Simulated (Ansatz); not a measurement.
GaN (zinc blende), relaxed with PBE (Ansatz, a program for electronic structure, plane waves, PAW): a = b = c = 4.548 Å, α = β = γ = 90.00°.

| Property | Value |
|---|---|
| gap (eV) | 1.54 |
| ΔH_f (eV/atom) | -0.43 |
| B₀ by P(V) fit (GPa) | 172 |
| electron conductivity mass (mₑ) | 0.14 |

### Question
The same phase is relaxed and computed with r²SCAN in the same code. What are the cell and these values now?

### Answer
a = b = c = 4.4979 Å, α = β = γ = 90.00°.

* **gap (eV)**: 2.17
* **ΔH_f (eV/atom)**: -0.64
* **B₀ by P(V) fit (GPa)**: 196
* **electron conductivity mass (mₑ)**: 0.17

All cells were relaxed under the symmetry of their starts (and spin orders); stability against distortions was not tested throughout. Spin–orbit coupling is left out wherever it is not named.

Potentials: the later of the program's two PAW sets.

Ansatz is a plane-wave DFT program.

Formation energies count from the lowest solids of the elements computed at the same level, not from gases.
